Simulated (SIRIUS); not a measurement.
Consider a self-consistent single point of TiSi2 (P-1, 6 atoms in the cell; from Materials Project mp-2582, changed as shown).

```
CELL_PARAMETERS angstrom
      0.00000     4.11752     4.26290
      2.41341     0.00000     4.30553
      2.38951     4.11752     0.00000
ATOMIC_POSITIONS crystal
  Ti 0.50000 0.50000 0.50000
  Ti 0.75000 0.75000 0.75000
  Si 0.83743 0.16257 0.83743
  Si 0.16257 0.83743 0.16257
  Si 0.41257 0.08743 0.41257
  Si 0.08743 0.41257 0.08743
```

Level of theory: PBEsol, GBRV PBEsol ultrasoft pseudopotentials (plane waves; SIRIUS).

SIRIUS settings:

- parameters.ngridk = 6 6 6
- parameters.xc_functionals = [XC_GGA_X_PBE_SOL, XC_GGA_C_PBE_SOL]
- parameters.gk_cutoff = 6.325 1/bohr
- parameters.pw_cutoff = 14.143 1/bohr
- parameters.smearing = cold
- parameters.smearing_width = 0.00367493 Ha
- potentials = GBRV PBEsol ultrasoft pseudopotentials
- parameters.electronic_structure_method = pseudopotential
- parameters.num_bands = 24
- parameters.num_mag_dims = 0
- parameters.num_dft_iter = 100
- parameters.energy_tol = 1e-07 Ha
- parameters.density_tol = 1e-06
- mixer.type = anderson
- mixer.beta = 0.3
- mixer.use_hartree = true

Results:

```
Quantity                                                 Result
------------------------------------------------  -------------
Number of valence electrons                                  40
Number of bands                                              24
Number of k-points after the program's reduction            112
Number of plane waves (most at a k-point)                  2472
Number of SCF iterations                                     17
FFT grid                                           54 × 45 × 45
Free energy E − TS                                -3766.4118 eV
Fermi level (on the code's own zero)                   12.45 eV
Pressure                                              -3.53 GPa
Largest force (vector length)                        0.125 eV/Å
```

Forces (eV/Å):
```tsv
atom	Fx	Fy	Fz
Ti1	0.029	-0.082	0.014
Ti2	-0.029	0.082	-0.014
Si3	0.014	-0.123	0.015
Si4	0.013	0.062	-0.009
Si5	-0.014	0.123	-0.015
Si6	-0.013	-0.062	0.009
```

Stress (GPa, positive for compression):
```
-3.56   0.37  -1.72
 0.37  -2.01   0.53
-1.72   0.53  -5.01
```

For comparison: a first run was changed to give this one (lattice vector b scaled by 1.01), and from it to this one the free energy rises by 3.9 meV/atom, the pressure goes from -2.03 to -3.53 GPa and the largest force goes from 0.099 to 0.125 eV/Å.

The structure comes from a collection of computed structures, made at another level of theory; the collection holds predicted forms beside known ones. No clean gap shows at this smearing width and mesh (spacing up to 0.28 Å⁻¹); the mesh is coarse for partly filled bands, so the values carry mesh errors.

Cost on one core: around 6 core-minutes (rough).
